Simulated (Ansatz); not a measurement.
Cs2RbInF6:
```
CELL_PARAMETERS angstrom
      0.00000     4.73207     4.73207
      4.73207     0.00000     4.73207
      4.73207     4.73207     0.00000
ATOMIC_POSITIONS crystal
  Cs 0.75000 0.75000 0.75000
  Cs 0.25000 0.25000 0.25000
  Rb 0.50000 0.50000 0.50000
  In 0.00000 0.00000 0.00000
  F  0.78040 0.21960 0.21960
  F  0.21960 0.78040 0.78040
  F  0.21960 0.78040 0.21960
  F  0.78040 0.21960 0.78040
  F  0.21960 0.21960 0.78040
  F  0.78040 0.78040 0.21960
```

r²SCAN (plane waves, PAW; program Ansatz) gives a gap of 6.35 eV without spin–orbit coupling, maximum off the standard path, at k = (0.000, 0.240, -0.260) in fractions of the reciprocal vectors, minimum at Γ.

Q: What happens when spin–orbit coupling is switched on?

A: The gap falls by 0.01 eV, to 6.34 eV; maximum at L, minimum at Γ.

Q: Give the electron effective mass with spin–orbit coupling.

A: 0.50 mₑ (isotropic).

Q: Give the hole effective mass with spin–orbit coupling.

A: 1.9 mₑ (isotropic).

Space group Fm-3m. The workflow started from a Materials Project entry (that database holds measured and hypothetical structures alike); the Crystallography Open Database copy checked does not list it. Its standing as an ambient phase is unchecked. The r²SCAN relaxation kept the symmetry of its start; its stability against distortions is not shown here.

Potentials: the later of the program's two PAW sets.
